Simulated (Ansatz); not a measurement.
Input and command of a calculation in Ansatz (plane waves; scalar-relativistic PAW potentials unless the input names others):

```yaml
crystal:
  lattice:
    - [3.4363553856, 1.9839807069, 6.9680317601]
    - [-3.4363553856, 1.9839807069, 6.9680317601]
    - [0.0, -3.9679614138, 6.9680317601]
  atoms:
    - { symbol: Sb, position: [0.3634017834, 0.3634017834, 0.3634017834] }
    - { symbol: Sb, position: [0.1365982166, 0.1365982166, 0.1365982166] }
    - { symbol: Sb, position: [0.6365982166, 0.6365982166, 0.6365982166] }
    - { symbol: Sb, position: [0.8634017834, 0.8634017834, 0.8634017834] }
    - { symbol: As, position: [0.4925328297, 1.0074671703, 0.25] }
    - { symbol: As, position: [0.25, 0.4925328297, 1.0074671703] }
    - { symbol: As, position: [1.0074671703, 0.25, 0.4925328297] }
    - { symbol: As, position: [0.5074671703, -0.0074671703, 0.75] }
    - { symbol: As, position: [0.75, 0.5074671703, -0.0074671703] }
    - { symbol: As, position: [-0.0074671703, 0.75, 0.5074671703] }
basis:
  ecutwfc: 420
kpoints:
  mp_grid: { grid: [6, 6, 6] }
hamiltonian:
  xc: pbe
scf:
  occupations: { method: gaussian, width: 0.1 }
  conv_thr: 0.3
  max_iter: 60
output:
  forces: true
  eigenvalues: true
  stress: true
```

```bash
ansatz run input.yaml --threads 1 --pin off --max-ram 2560MiB --backend cpu --events-out ev --progress --plain --runs-dir out
```

Problem. Will this input run?

Solution. The program refuses it, because of a keyword of another program (scf.conv_thr: not typed → 0.3). Without that key it is accepted.

Abridged log:
```
Error: YAML parse error: error: line 25 column 3: unknown field `conv_thr`, expected one of max_iter, algorithm, n_extra_bands, self_checks, convergence, lower_state_search, omitted_lower_state_checks, lower_solution_reach, mixing, occupations, eigensolver, initial_density, exx
  --> <input>:25:3
   |
23 | scf:
24 |   occupations: { method: gaussian, width: 0.1 }
25 |   conv_thr: 0.3
   |   ^ unknown field `conv_thr`, expected one of max_iter, algorithm, n_extra_bands, self_checks, convergence, lower_state_search, omitted_lower_state_checks, lower_solution_reach, mixing, occupations, eigensolver, initial_density, exx
26 |   max_iter: 60
27 | output:
   |
```